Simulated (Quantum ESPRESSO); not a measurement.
Parts of the isotropic shielding in ZrO₂, by PBE GIPAW on JTH datasets (Quantum ESPRESSO, modified build), 22.5 Ha, k-mesh 6×6×6 shifted:

```xyz
3
Lattice="0.0000 2.5451 2.5451 2.5451 0.0000 2.5451 2.5451 2.5451 0.0000" Properties=species:S:1:pos:R:3 pbc="T T T"
Zr     0.0000     0.0000     0.0000
O      1.2725     1.2725     1.2725
O      3.8176     3.8176     3.8176
```
The geometry is a computed Materials Project entry, not a measured one. It is ZrO2 in Fm-3m. Stability against distortions was not tested. The run has no spin polarisation.

The core term is that of the free atom's frozen core; the paramagnetic column sums the reconstruction terms. Shieldings are absolute and leave out the bulk-susceptibility term; a larger σ means a smaller chemical shift. In our sweeps, cutoffs and meshes of this size left a few ppm, and up to some 20 ppm on atoms from Zn on. Spin–orbit coupling is left out; its weight grows with the heaviest atom, Zr here.

```tsv
site	core	bare (smooth current)	diamagnetic correction	paramagnetic corrections	σ_iso (ppm)
Zr (atom 1)	3668.1	46.9	15.6	?	?
O (atoms 2, 3)	271.1	-45.2	26.4	?	?
```

Q: What belongs in the gaps?

A: 
- Zr (atom 1), paramagnetic corrections: -1910.9
- Zr (atom 1), σ_iso (ppm): 1819.7
- O (atoms 2, 3), paramagnetic corrections: -456.6
- O (atoms 2, 3), σ_iso (ppm): -204.4
